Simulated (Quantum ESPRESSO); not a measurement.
## Moving one atom in Ag3Hf2Zr3

All numbers below are calculated, not measured. They come from Quantum ESPRESSO 7.5, a public plane-wave density functional program. Each row is one single-point run on a made-up periodic cell of eight metal atoms, with elements, volume, strain and displacements drawn at random and not relaxed, so a cell may be unstable or far from any real phase. There is no spin polarisation or spin-orbit coupling.

Settings: PBE unless stated; PseudoDojo standard norm-conserving files; Fermi-Dirac width 0.25 eV, which means electrons at about 2900 K; cutoff 1116 eV; 5 x 5 x 4 k mesh shifted half a step off Gamma. E is the free energy of the whole cell (internal energy minus TS), so a -TS column is already part of it. Stress is positive in tension, and the pressure P is minus a third of its trace.

Checks: one run of this series was repeated at a higher cutoff and on a denser mesh, which moved values by no more than 0.004 eV, 0.06 GPa and 0.003 eV/Å, and a second program with other atomic files agreed on it to 2 % rms in force and 0.5 GPa in pressure. Known limits: heavy elements are run without spin-orbit coupling, which real alloys of them have; a spin test at this wide smearing found no moment, but such smearing suppresses magnetism that the real alloy may have.

The lattice is hexagonal close-packed, and the cell vectors in Å are (3.171, -0.003, 5.148); (3.195, 0.029, -5.163); (-3.160, 5.463, -0.010), a volume of 179.69 Å³. The elements on sites 1 to 8 are Ag Zr Ag Zr Ag Zr Hf Hf. The runs move the Zr atom on site 4 by u along y from its drawn, already displaced place and keep all else fixed. Forces are on that atom, and E is counted from run 3.

```
run    u (Å)  Fx (eV/Å)  Fy (eV/Å)  Fz (eV/Å)  P (GPa)  E (meV)
  1  -0.1110      0.028      0.308      0.322    -5.35     13.0
  2  -0.0739          ?          ?          ?        ?        ?
  3  -0.0128      0.007     -0.041      0.342    -5.42      0.0
  4   0.0481     -0.004     -0.256      0.356    -5.40      9.0
  5   0.0669     -0.007     -0.324      0.361    -5.39     14.5
  6   0.0923     -0.010     -0.417      0.368    -5.36     23.9
  7   0.1069     -0.012     -0.471      0.372    -5.34     30.4
```

## Worked fit

A parabola through the runs shown gives Fy = -0.085 - 3.57 u - 0.3 u² eV/Å, with an error of 0.01 on the linear term and a scatter of 0.002 eV/Å. Minus its integral from run 1 to run 7 is 17 meV, and the table's energies differ by 17 meV.

## Withheld run

Question: what Fy should run 2 give?

The fit gives 0.177 ± 0.002 eV/Å. The calculation gave 0.174 eV/Å.
